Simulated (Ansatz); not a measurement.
What DFT gives for CsBe$_{3}$Cr

```yaml
crystal:
  lattice:
    - [3.13228, 5.42528, 0.00000]
    - [-3.13228, 5.42528, 0.00000]
    - [0.00000, 0.00000, 5.37128]
  atoms:
    - { symbol: Be, position: [0.16140, 0.67720, 0.27150] }
    - { symbol: Be, position: [0.32280, 0.83860, 0.77150] }
    - { symbol: Be, position: [0.16140, 0.16140, 0.27150] }
    - { symbol: Be, position: [0.83860, 0.32280, 0.77150] }
    - { symbol: Be, position: [0.67720, 0.16140, 0.27150] }
    - { symbol: Be, position: [0.83860, 0.83860, 0.77150] }
    - { symbol: Cr, position: [0.00000, 0.00000, 0.99540] }
    - { symbol: Cr, position: [0.00000, 0.00000, 0.49540] }
    - { symbol: Cs, position: [0.33330, 0.33340, 0.75000] }
    - { symbol: Cs, position: [0.66660, 0.66670, 0.25000] }
```

The numbers come from plane-wave PAW DFT (Ansatz): LDA, no spin polarisation, 420 eV, 6×6×6 Γ-centred k points, fermi-dirac occupations (width 0.1 eV). Nothing was relaxed.

(1) How is the charge shared?

(2) What is the formation energy?

(3) What does the stress say?

(4) Which atom feels the largest force, and which way?

(5) What happens at the Fermi level?

Origin: a known structure type with other elements, at an estimated volume, so it need not be a known compound. Caveats: no spin polarisation, so a magnetic state may lie lower.

## Answers

(1) Bader charges in e: Cs +0.35, Be +0.47, Cr -1.77. In the mean Be gives up most and Cr takes most.

(2) 1.40 eV an atom against the elements' usual phases (free molecules for gases, crystals otherwise, with no correction for O₂ or N₂), so at this geometry it isn't bound against them. Relaxing would lower it.

(3) The pressure is 3.3 GPa (compression positive), so with the atoms held at these fractions the cell would first expand; the forces are large, so a full relaxation may end otherwise. The principal stresses 0.7, 4.7, 4.7 GPa differ, so its shape would change too.

(4) The largest is on Cr7 (and as large on other atoms): 1.39 eV/Å, components (0.00, 0.00, 1.39). It makes 124° with the line to a nearest neighbour, Be6 at 2.12 Å.

(5) It is a metal, with about 11 states/eV a cell as the mean within 0.25 eV of the Fermi level.
